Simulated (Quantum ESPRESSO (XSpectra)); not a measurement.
**Ge K-edge X-ray absorption spectrum (XANES) of GeF2 (P2₁2₁2₁)**

```cif
data_F8Ge4
_chemical_formula_sum 'Ge4 F8'
_space_group_name_H-M_alt 'P 1'
_space_group_IT_number 1
_cell_length_a 4.69160
_cell_length_b 5.00209
_cell_length_c 8.07018
_cell_angle_alpha 90.000
_cell_angle_beta 90.000
_cell_angle_gamma 90.000
loop_
_space_group_symop_operation_xyz
  'x, y, z'
loop_
_atom_site_label
_atom_site_type_symbol
_atom_site_fract_x
_atom_site_fract_y
_atom_site_fract_z
_atom_site_occupancy
Ge1 Ge 0.25802 0.98794 0.62415 1
Ge2 Ge 0.24198 0.01206 0.12415 1
Ge3 Ge 0.75802 0.51206 0.37585 1
Ge4 Ge 0.74198 0.48794 0.87585 1
F1 F 0.39974 0.74702 0.78188 1
F2 F 0.10026 0.25298 0.28188 1
F3 F 0.89974 0.75298 0.21812 1
F4 F 0.60026 0.24702 0.71812 1
F5 F 0.96480 0.11671 0.97173 1
F6 F 0.53520 0.88329 0.47173 1
F7 F 0.46480 0.38329 0.02827 1
F8 F 0.03520 0.61671 0.52827 1
```

Geometry: Materials Project entry mp-7595 (a computed structure). The cell is the entry's, not relaxed again.

Absorber: atom 1, Ge on Wyckoff site a (site symmetry 1), with 1 F at 1.86 Å, 1 F at 1.87 Å, 1 F at 2.20 Å, 1 F at 2.27 Å.

Method: LDA, full core hole, dipole K-edge X-ray absorption, plane waves, Troullier-Martins potentials made with ld1.x, scalar-relativistic, no spin, constant broadening (Quantum ESPRESSO (XSpectra)).

48-atom cell (absorber images 8.1 Å apart), 75 Ry, k meshes 2×2×2 (SCF) and 2×2×2 (spectrum), Lorentzian half width 1.5 eV. The ground-state test found a gap, so occupations are fixed and the excited electron is left out (charged cell on a uniform background); energies count from the highest occupied level. Field directions run: x; y; z, weighted by the site's symmetry in the crystal. Intensities are scaled to a mean of 1 over 0–35 eV.

```tsv
E (eV)	intensity (scaled)
-5.0	0.19
-4.5	0.21
-4.0	0.24
-3.5	0.28
-3.0	0.33
-2.5	0.40
-2.0	0.48
-1.5	0.59
-1.0	0.75
-0.5	0.98
0.0	1.31
0.5	1.79
1.0	2.44
1.5	3.13
2.0	3.54
2.5	3.43
3.0	2.99
3.5	2.43
4.0	1.95
4.5	1.61
5.0	1.38
5.5	1.21
6.0	1.07
6.5	0.95
7.0	0.85
7.5	0.77
8.0	0.71
8.5	0.69
9.0	0.70
9.5	0.77
10.0	0.86
10.5	0.96
11.0	1.02
11.5	1.06
12.0	1.07
12.5	1.05
13.0	1.01
13.5	0.97
14.0	0.92
14.5	0.88
15.0	0.83
15.5	0.79
16.0	0.75
16.5	0.71
17.0	0.68
17.5	0.66
18.0	0.64
18.5	0.64
19.0	0.65
19.5	0.65
20.0	0.66
20.5	0.66
21.0	0.65
21.5	0.65
22.0	0.64
22.5	0.63
23.0	0.63
23.5	0.63
24.0	0.64
24.5	0.65
25.0	0.67
25.5	0.69
26.0	0.70
26.5	0.70
27.0	0.71
27.5	0.70
28.0	0.69
28.5	0.69
29.0	0.68
29.5	0.67
30.0	0.66
30.5	0.66
31.0	0.65
31.5	0.64
32.0	0.64
32.5	0.63
33.0	0.63
33.5	0.63
34.0	0.64
34.5	0.65
```

The absolute edge energy is not computed.
